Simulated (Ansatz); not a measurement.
Below is a relaxed structure of NbC2. The cell was found from a structure generator's guess, not taken from experiment.

The calculation used Ansatz 0.2.0, DFT PBE, scalar-relativistic, plane waves, PAW. Cutoff 420 eV, Γ-centred mesh, Gaussian smearing, no spin polarisation.

```cif
data_structure
_symmetry_space_group_name_H-M 'P 1'
_symmetry_Int_Tables_number 1
_cell_length_a 3.2247
_cell_length_b 4.1221
_cell_length_c 10.5371
_cell_angle_alpha 79.148
_cell_angle_beta 88.154
_cell_angle_gamma 68.613
_cell_volume 127.98
loop_
_atom_site_label
_atom_site_type_symbol
_atom_site_fract_x
_atom_site_fract_y
_atom_site_fract_z
_atom_site_occupancy
Nb1 Nb 0.77726 0.41832 0.14620 1
Nb2 Nb 0.52652 0.08727 0.63423 1
Nb3 Nb 0.47348 0.91273 0.36577 1
Nb4 Nb 0.22274 0.58168 0.85380 1
C1 C 0.79844 0.31326 0.36548 1
C2 C 0.52758 0.99589 0.82842 1
C3 C 0.42025 0.14151 0.03891 1
C4 C 0.05248 0.65150 0.51201 1
C5 C 0.94752 0.34850 0.48799 1
C6 C 0.57975 0.85849 0.96109 1
C7 C 0.47242 0.00411 0.17158 1
C8 C 0.20156 0.68674 0.63452 1
```

Energies over the elements count from the elements' standard structures at the same level, with no fitted energy shifts.

(1) What space group does it have?

(2) What is its formation energy per atom?

(3) Is it a metal?

Answers

(1) P-1 (No. 2). Conventional cell: a = 3.225 Å, b = 4.122 Å, c = 10.537 Å, α = 79.1°, β = 88.2°, γ = 68.6°. Nb on its first site is surrounded by 7 C at 2.23–2.34 Å; around Nb on its second site lie 1 C at 2.01 Å and 7 C at 2.20–2.50 Å; around C on its first site lie 1 C at 1.44 Å and 4 Nb at 2.20–2.31 Å; C on its second site is surrounded by 1 C at 1.40 Å, 1 Nb at 2.01 Å and 3 Nb at 2.23–2.32 Å; 2 more sites not described.

(2) +0.27 eV/atom. It can't be a ground state, since the elements alone are lower.

(3) Yes, bands cross the Fermi level on the 12×10×4 mesh.

The last run used a 12×10×4 mesh (in the run's order of axes) for its 12-atom cell and Gaussian smearing of 0.10 eV. The reference form of C is held partly by dispersion forces, which this level lacks. This cell was reached by moving the atoms of another relaxed cell at random and relaxing again, last within the group found; it had no such test of its own.
